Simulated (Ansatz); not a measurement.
## One run on YCo (Cmcm): parallel moments on spinors

These are results of DFT, PBEsol, all-electron LAPW, scalar-relativistic (Ansatz), not measurements.

Command: `ansatz run input.yaml --threads 2 --pin off --max-ram 6144MiB --backend cpu --events-out ev --progress --plain --runs-dir out`

```yaml
crystal:
  lattice:
    - [2.067491779, -5.2151665575, 0.0]
    - [2.067491779, 5.2151665575, 0.0]
    - [0.0, 0.0, 3.84650815]
  atoms:
    - { symbol: "Y", position: [0.14277756, 0.85722244, 0.75] }
    - { symbol: "Y", position: [0.85722244, 0.14277756, 0.25] }
    - { symbol: Co, position: [0.44679314, 0.55320686, 0.75], spin: 0.6, spin_axis: [0.0, 0.0, 1.0] }
    - { symbol: Co, position: [0.55320686, 0.44679314, 0.25], spin: 0.6, spin_axis: [0.0, 0.0, 1.0] }
magnetization:
  noncollinear: true
kpoints:
  mp_grid: { grid: [9, 9, 9] }
scf:
  occupations: { method: fermi_dirac, width: 0.03 }
  lower_state_search: "off"
hamiltonian:
  xc: pbesol
  pseudopotentials: { kind: all_electron, lapw: { basis_error: 0.001 } }
output:
  eigenvalues: false
```

Log:

```
settings of this run that can trade accuracy for cost: output.eigenvalues: false. Do not mix this run's numbers with those of runs without the same settings; the input reference describes each key
LAPW: plane waves up to 10.262 Å⁻¹, error target 1.0e-3 eV per atom; small_component_spin mean_spin; Co in spheres of 1.110 Å, 17 of its electrons in bands, Dirac shells []; Y in spheres of 1.110 Å, 29 of its electrons in bands, Dirac shells [] (how accurate: hamiltonian.pseudopotentials.lapw.basis_error, Limitations)
Engine: ansatz 0.2.0
Pseudopotentials: kind: all_electron
Pseudopotential: Y, LAPW, valence charge 29, lapw/all_electron/scalar/gaussian/Y, Koelling and Harmon's equation, gaussian nucleus
Pseudopotential: Co, LAPW, valence charge 17, lapw/all_electron/scalar/gaussian/Co, Koelling and Harmon's equation, gaussian nucleus
Functional definition: PBEsol
  exchange = pbesol_x
  correlation = pbesol_c
Crystal: 4 atoms, lattice volume = 82.949 Å³
Basis set: ecut = 401.2032638540182 eV, 1523 PW (Γ), FFT grids on a1+a2, a2, a3, exchange–correlation at level 2
Bands: 112, of which v1, the nominal top of the filled ones, is band 92 counted from 1 (91 counted from 0)
Symmetry: 8 space group operations + 8 with time reversal
Moments: of one size on atoms that these operations exchange, one fixing the others by the rotation that the starting moments gave each, and all in one plane where the starting moments lie in one or along one axis (crystal.symmetry.detect: false holds none)
k-points: 125 of 729
Non-local potential: Y, projectors of the file, none
Non-local potential: Co, projectors of the file, none
Initial density: superposition of atomic densities (chi_scale 0.1, normalization cell)
Starting moments: Σ|m| = 1.2 μB on 2 of 4 sites
Initial wavefunctions: plane waves of lowest kinetic energy (no species holds an atomic orbital)
Functional: x = pbesol(κ = 0.804, μ = 0.12345679012345678), c = pbesol(β = 0.046)
iter 1 solved again at ethr=3.60e-2 eV; its pass at ethr=1.00e-1 eV (dr2=3.31e1 eV) is discarded
SCF iter   1: F=—  HF=-259906.161738 eV  |F-HF|=—  |Δ(HF+E_count)|=         —  Δρ=1.10e-1  dr2=3.31e1  dr2_m=1.48e-1  ethr=3.60e-2  |M|=1.38e-1 ∫|m|=3.80e-1 μB  β_m=0.30  ⟨swp⟩=2.0  Hψ=84873  notcnv=0
preconditioner: auto → Kerker (q_TF=auto, 2.776 Å⁻¹)  [metal: Δε(μ)=0.002 eV  Ē_g=11.907 eV  σ=0.030 eV  W_gap=0.02  n_scr=26 (ndim 8)  ℏωp=24.5 eV  f_vac=0.000  D(μ)=1.22/eV (n_scr^D=2)]
spin=Noncollinear: Kerker preconditioning applied to the charge; magnetization (m_x, m_y, m_z) channels mix plain (no charge-response kernel on spin).
SCF iter   2: F=—  HF=-259912.540643 eV  |F-HF|=—  |Δ(HF+E_count)|=    6.38e0  Δρ=1.74e-1  dr2=4.98e1  dr2_m=3.05e-2  ethr=3.60e-2  |M|=3.37e-1 ∫|m|=6.60e-1 μB  β_m=0.30  ⟨swp⟩=2.1  Hψ=37403  notcnv=0
SCF iter   3: F=—  HF=-259902.657043 eV  |F-HF|=—  |Δ(HF+E_count)|=    9.88e0  Δρ=6.48e-2  dr2=1.28e1  dr2_m=3.12e-2  ethr=3.60e-2  |M|=1.96e-1 ∫|m|=5.17e-1 μB  β_m=0.30  ⟨swp⟩=2.0  Hψ=36875  notcnv=0
SCF iter   4: F=—  HF=-259906.027953 eV  |F-HF|=—  |Δ(HF+E_count)|=    3.37e0  Δρ=1.56e-1  dr2=5.62e1  dr2_m=7.73e-3  ethr=1.40e-2  |M|=2.68e-1 ∫|m|=6.42e-1 μB  β_m=0.30  ⟨swp⟩=3.0  Hψ=40647  notcnv=0
SCF iter   5: F=—  HF=-259901.304287 eV  |F-HF|=—  |Δ(HF+E_count)|=    4.72e0  Δρ=3.23e-2  dr2=3.10e0  dr2_m=6.50e-3  ethr=1.40e-2  |M|=2.39e-1 ∫|m|=5.60e-1 μB  β_m=0.30  ⟨swp⟩=2.0  Hψ=37382  notcnv=0
SCF iter   6: F=—  HF=-259901.025691 eV  |F-HF|=—  |Δ(HF+E_count)|=         —  Δρ=1.17e-2  dr2=4.12e-1  dr2_m=1.44e-3  ethr=3.37e-3  |M|=2.73e-1 ∫|m|=6.17e-1 μB  β_m=1.00  ⟨swp⟩=2.0  Hψ=39800  notcnv=0
the basis was enlarged: its passes take 2.6 MiB over the memory plan, 2 of 2 planned eigensolver slots
SCF iter   7: F=—  HF=-259900.986307 eV  |F-HF|=—  |Δ(HF+E_count)|=   3.94e-2  Δρ=7.99e-3  dr2=1.54e-1  dr2_m=6.11e-5  ethr=4.47e-4  |M|=2.51e-1 ∫|m|=6.09e-1 μB  β_m=0.30  ⟨swp⟩=2.0  Hψ=41874  notcnv=0
iter 8 solved again at ethr=1.19e-5 eV; its pass at ethr=1.67e-4 eV (dr2=1.09e-2 eV) is discarded
SCF iter   8: F=—  HF=-259900.969802 eV  |F-HF|=—  |Δ(HF+E_count)|=   1.65e-2  Δρ=2.66e-3  dr2=1.10e-2  dr2_m=2.08e-4  ethr=1.19e-5  |M|=2.83e-1 ∫|m|=6.55e-1 μB  β_m=1.00  ⟨swp⟩=2.0  Hψ=70357  notcnv=0
SCF iter   9: F=—  HF=-259900.969355 eV  |F-HF|=—  |Δ(HF+E_count)|=   4.47e-4  Δρ=1.78e-3  dr2=7.21e-3  dr2_m=1.05e-4  ethr=1.19e-5  |M|=2.94e-1 ∫|m|=6.88e-1 μB  β_m=1.00  ⟨swp⟩=2.1  Hψ=39504  notcnv=0
SCF iter  10: F=—  HF=-259900.969680 eV  |F-HF|=—  |Δ(HF+E_count)|=   3.25e-4  Δρ=1.75e-3  dr2=7.03e-3  dr2_m=4.30e-4  ethr=7.84e-6  |M|=3.25e-1 ∫|m|=7.49e-1 μB  β_m=1.00  ⟨swp⟩=2.0  Hψ=39491  notcnv=0
SCF iter  11: F=—  HF=-259900.969863 eV  |F-HF|=—  |Δ(HF+E_count)|=   1.82e-4  Δρ=1.33e-3  dr2=7.80e-4  dr2_m=3.39e-4  ethr=7.64e-6  |M|=3.48e-1 ∫|m|=8.08e-1 μB  β_m=1.00  ⟨swp⟩=2.0  Hψ=37596  notcnv=0
SCF iter  12: F=—  HF=-259900.970461 eV  |F-HF|=—  |Δ(HF+E_count)|=   5.98e-4  Δρ=1.03e-3  dr2=3.86e-4  dr2_m=2.01e-4  ethr=8.48e-7  |M|=3.63e-1 ∫|m|=8.57e-1 μB  β_m=1.00  ⟨swp⟩=2.8  Hψ=39638  notcnv=0
[...]
SCF iter  23: F=—  HF=-259900.974484 eV  |F-HF|=—  |Δ(HF+E_count)|=   3.29e-4  Δρ=6.59e-4  dr2=3.75e-4  dr2_m=8.24e-5  ethr=1.51e-9  |M|=5.75e-1 ∫|m|=1.49e0 μB  β_m=0.44  ⟨swp⟩=4.0  Hψ=49356  notcnv=0
SCF iter  24: F=—  HF=-259900.974146 eV  |F-HF|=—  |Δ(HF+E_count)|=   3.38e-4  Δρ=7.64e-4  dr2=1.38e-3  dr2_m=4.74e-5  ethr=1.51e-9  |M|=7.23e-1 ∫|m|=1.86e0 μB  β_m=0.54  ⟨swp⟩=4.6  Hψ=52603  notcnv=0
SCF iter  25: F=—  HF=-259900.974624 eV  |F-HF|=—  |Δ(HF+E_count)|=   4.78e-4  Δρ=2.49e-4  dr2=1.48e-4  dr2_m=1.07e-5  ethr=1.51e-9  |M|=6.74e-1 ∫|m|=1.72e0 μB  β_m=0.62  ⟨swp⟩=4.0  Hψ=49770  notcnv=0
SCF iter  26: F=—  HF=-259900.974522 eV  |F-HF|=—  |Δ(HF+E_count)|=   1.02e-4  Δρ=2.66e-4  dr2=5.22e-6  dr2_m=1.34e-5  ethr=1.51e-9  |M|=7.14e-1 ∫|m|=1.81e0 μB  β_m=0.66  ⟨swp⟩=4.0  Hψ=48954  notcnv=0
SCF iter  27: F=—  HF=-259900.974648 eV  |F-HF|=—  |Δ(HF+E_count)|=   1.26e-4  Δρ=4.86e-5  dr2=4.10e-6  dr2_m=3.04e-7  ethr=1.51e-9  |M|=6.81e-1 ∫|m|=1.72e0 μB  β_m=0.73  ⟨swp⟩=4.0  Hψ=48970  notcnv=0
SCF iter  28: F=—  HF=-259900.974648 eV  |F-HF|=—  |Δ(HF+E_count)|=   6.14e-7  Δρ=4.35e-5  dr2=4.39e-6  dr2_m=7.86e-8  ethr=1.51e-9  |M|=6.73e-1 ∫|m|=1.70e0 μB  β_m=0.58  ⟨swp⟩=3.0  Hψ=42788  notcnv=0
SCF iter  29: F=—  HF=-259900.974649 eV  |F-HF|=—  |Δ(HF+E_count)|=   8.30e-7  Δρ=2.21e-5  dr2=1.14e-6  dr2_m=3.04e-8  ethr=1.51e-9  |M|=6.75e-1 ∫|m|=1.70e0 μB  β_m=0.78  ⟨swp⟩=3.0  Hψ=40267  notcnv=0
SCF iter  30: F=—  HF=-259900.974650 eV  |F-HF|=—  |Δ(HF+E_count)|=   3.17e-7  Δρ=5.15e-6  dr2=4.43e-8  dr2_m=5.04e-9  ethr=1.24e-9  |M|=6.78e-1 ∫|m|=1.71e0 μB  β_m=0.85  ⟨swp⟩=3.0  Hψ=39856  notcnv=0
iter 31 did not close the SCF: its close was put off for a basis of augmented plane waves that was refined there (scf_convergence_deferred on its scf_iter line)
SCF iter  31: F=-259900.974650 eV  HF=-259900.974650 eV  |F-HF|=2.24e-8  |Δ(HF+E_count)|=   3.63e-8  Δρ=2.31e-6  dr2=1.00e-8  dr2_m=1.68e-10  ethr=4.82e-11  |M|=6.79e-1 ∫|m|=1.71e0 μB  β_m=0.79  ⟨swp⟩=3.0  Hψ=42638  notcnv=0
SCF iter  32: F=—  HF=-259900.974871 eV  |F-HF|=—  |Δ(HF+E_count)|=         —  Δρ=3.06e-6  dr2=4.14e-9  dr2_m=1.78e-9  ethr=2.47e-11 (applied; sched 1.09e-11)  |M|=6.79e-1 ∫|m|=1.71e0 μB  β_m=0.79  ⟨swp⟩=2.1  Hψ=39527  notcnv=0
the basis was enlarged: its passes take 3.7 MiB over the memory plan, 2 of 2 planned eigensolver slots
SCF iter  33: F=—  HF=-259900.974874 eV  |F-HF|=—  |Δ(HF+E_count)|=   3.21e-6  Δρ=1.46e-5  dr2=2.62e-7  dr2_m=4.07e-8  ethr=2.69e-11 (applied; sched 4.50e-12)  |M|=6.80e-1 ∫|m|=1.71e0 μB  β_m=0.23  ⟨swp⟩=3.0  Hψ=42634  notcnv=0
SCF iter  34: F=—  HF=-259900.974874 eV  |F-HF|=—  |Δ(HF+E_count)|=   5.39e-7  Δρ=1.02e-5  dr2=7.11e-8  dr2_m=1.99e-8  ethr=2.74e-11 (applied; sched 4.50e-12)  |M|=6.81e-1 ∫|m|=1.71e0 μB  β_m=0.56  ⟨swp⟩=3.0  Hψ=43370  notcnv=0
iter 35 did not close the SCF: its close was put off for a magnetic moment that had not settled (scf_convergence_deferred on its scf_iter line)
SCF iter  35: F=-259900.974875 eV  HF=-259900.974875 eV  |F-HF|=7.48e-9  |Δ(HF+E_count)|=   4.96e-7  Δρ=4.22e-6  dr2=2.94e-8  dr2_m=3.39e-9  ethr=2.76e-11 (applied; sched 4.50e-12)  |M|=6.82e-1 ∫|m|=1.71e0 μB  β_m=0.93  ⟨swp⟩=3.2  Hψ=43577  notcnv=0
SCF iter  36: F=-259900.974875 eV  HF=-259900.974875 eV  |F-HF|=1.22e-8  |Δ(HF+E_count)|=   9.92e-8  Δρ=1.85e-6  dr2=7.48e-9  dr2_m=2.73e-10  ethr=2.70e-11 (applied; sched 4.50e-12)  |M|=6.83e-1 ∫|m|=1.72e0 μB  ⟨swp⟩=3.0  Hψ=42691  notcnv=0
SCF 1 converged in 36 iterations: F = -259900.974875 eV  dr2 = 7.48e-9
SCF converged after 36 iterations
Stability not checked: this state was not tested for a lower state beside it, because this non-collinear magnet's GGA is evaluated by the locally collinear projection, under which the energy is not smooth in the magnetisation (locally_collinear_gga; see scf.lower_state_search)
Magnetization: |M| = 0.6832 μB,  M = (-0.0000, -0.0000, +0.6832) μB
Absolute magnetization: 1.7175 μB (∫|m|)
Moment direction: held on its axis by an average over the rotations of spin about it
  site 0: m = (+0.0000, +0.0000, -0.0588) μB, |m| = 0.0588 μB  (R = 1.11 Å)
  site 1: m = (+0.0000, +0.0000, -0.0588) μB, |m| = 0.0588 μB  (R = 1.11 Å)
  site 2: m = (-0.0000, +0.0000, +0.5966) μB, |m| = 0.5966 μB  (R = 1.11 Å)
  site 3: m = (-0.0000, +0.0000, +0.5966) μB, |m| = 0.5966 μB  (R = 1.11 Å)
Free energy (F): -259900.974875 eV
Harris-Foulkes:  -259900.974875 eV  (|F-HF|=1.22e-8)
Internal energy: -259900.962283 eV  (E = F + TS)
E sigma→0 (E₀):  -259900.968579 eV
Entropy (-TS):   -0.012592 eV (-3.148 meV/atom)
Fermi energy:    13.351775 eV
--- Per-component energies (eV) ---
  E_band       = -8044.293743
  E_kinetic    = 266753.709911
  E_xc         = -9041.523954
  E_electrostatic = -517613.148240  (all electrons and nuclei)
  E_smearing   = -0.012592  (= −TS)
  E_closure    = 0.000000  (closes the sum)
  E_atoms      = -259872.439679  (free atoms, spherical and without spin; not in F)
  Σ components = -259900.974875   (vs F -259900.974875, Δ=0.00e0)
  Basis errors (estimates in eV, not in F): energy 3.1e-4 per atom: plane waves 2.6e-4 (1.5e-4 summed), levels above the bands 4.2e-65, relativity 3.7e-8, radial functions 4.7e-5, core shells 3.3e-8; eigenvalues (radial functions only) 7.9e-7; not estimated: angular momenta, meshes, grids; target (lapw.basis_error) 1.0e-3; muffin-tin radii Co 1.110 Å, Y 1.110 Å
settings of this run that can trade accuracy for cost: output.eigenvalues: false. Do not mix this run's numbers with those of runs without the same settings; the input reference describes each key
```

Site moments (μB): Y1 (0.00, 0.00, -0.06); Y2 (0.00, 0.00, -0.06); Co3 (0.00, 0.00, 0.60); Co4 (0.00, 0.00, 0.60). Cell moment 0.68 μB.

The Ansatz runs typed with the search for lower states off end where their start leads. None of this fixes the real material's magnetic order: only patterns that fit the cell were computed, at zero temperature, with a functional that can overstate moments.

It took 20 min on 2 threads of AMD EPYC 9R45 96-Core Processor (Zen 5), on a shared host, peak memory 3.5 GiB.
